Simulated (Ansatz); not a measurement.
**Structures of BeTlMo: which is lowest?**

Plane-wave DFT in Ansatz with scalar-relativistic PAW potentials, cutoff 420 eV, Γ-centred meshes chosen by cell and gap, Gaussian smearing with energies taken to zero width. Every cell was relaxed (cell and atoms) in a run of its own, within the symmetry of its start. Functional: PBE.

Relaxed structures (starts from databases or built by putting these elements on another compound's sites):
A. P4/nmm, 6 atoms in the computed cell, a = 3.853 Å, c = 6.738 Å; sites (symmetry × multiplicity) Be 4mm × 2, Tl -4m2 × 2, Mo 4mm × 2; start: built
B. P6_3/mmc, 6 atoms in the computed cell, a = 4.700 Å, c = 5.462 Å; sites (symmetry × multiplicity) Be -3m. × 2, Tl -6m2 × 2, Mo -6m2 × 2; start: built

Rank them by energy. Could pressure change the order?

```tsv
structure	group	E − E(lowest) (meV/atom)	V (Å³/atom)	gap on mesh (eV)
A	P4/nmm	0.0	16.67	0.00
B	P6_3/mmc	212	17.41	0.00
```

A is lowest, 212 meV/atom under B. The lowest is also the densest of these, so pressure wouldn't bring one of the others in at first order. Other structures may lie lower than all of these, and vibrations aren't counted.

Spin-orbit coupling is left out, which matters for the bands of heavy elements. For Tl, Pb and Bi spin-orbit coupling shifts energies too.